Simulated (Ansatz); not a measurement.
**Compressing YHg: a fit and a missing row**

YHg, Pm-3m, a = 3.705 Å. The structure is a COD entry; whether it is the stable form wasn't checked. Ansatz: r2SCAN, PAW, 500 eV, Γ-centred 12×12×12 mesh on 2 atoms, Gaussian smearing 0.10 eV; no spin polarisation. Symmetry fixes shape and atoms, so the cell is only scaled; pressure is positive in compression.

| V (Å³/atom) | P (GPa) |
| --- | --- |
| 22.372 | 12.47 |
| 23.135 | 8.54 |
| 23.898 | ? |
| 24.660 | 2.36 |
| 25.423 | -0.04 |
| 26.186 | -2.06 |
| 26.948 | -3.77 |
| 27.965 | -5.63 |

Take V0 = 25.423 Å³/atom, count pressures from its P0 = -0.04 GPa, fit the third-order Birch–Murnaghan form to the other rows, and predict the missing pressure.

With the Eulerian strain f = ½[(V0/V)^(2/3) − 1] and y = (P − P0)/[3f(1 + 2f)^(5/2)], the form is the line y = B0 + 1.5 B0 (B0′ − 4) f. Rows (f, y): 0.04448, 75.8; 0.03245, 75.3; 0.01026, 74.1; -0.00976, 72.5; -0.01905, 71.9; -0.03078, 71.0. Means f = 0.004600, y = 73.433; Σ(Δf)² = 0.004415, ΣΔfΔy = 0.2859; the slope is their ratio. y = 73.14 + 64.75 f GPa, so B0 = 73.1 GPa and B0′ = 4 + 2 × (64.75)/(3 × 73.14) = 4.59. At V = 23.898, f = 0.02105, y = 74.50 and P = 5.18 GPa. The run gave 5.20 GPa, so the fit is 0.02 GPa too low, within twice the rms miss on the fitted rows (0.02 GPa).

Spin–orbit coupling is left out, which can shift energies with elements as heavy as these.

Cost: 8 runs of about 2.1 core-minutes in all, on Arm Neoverse V1 (shared hosts).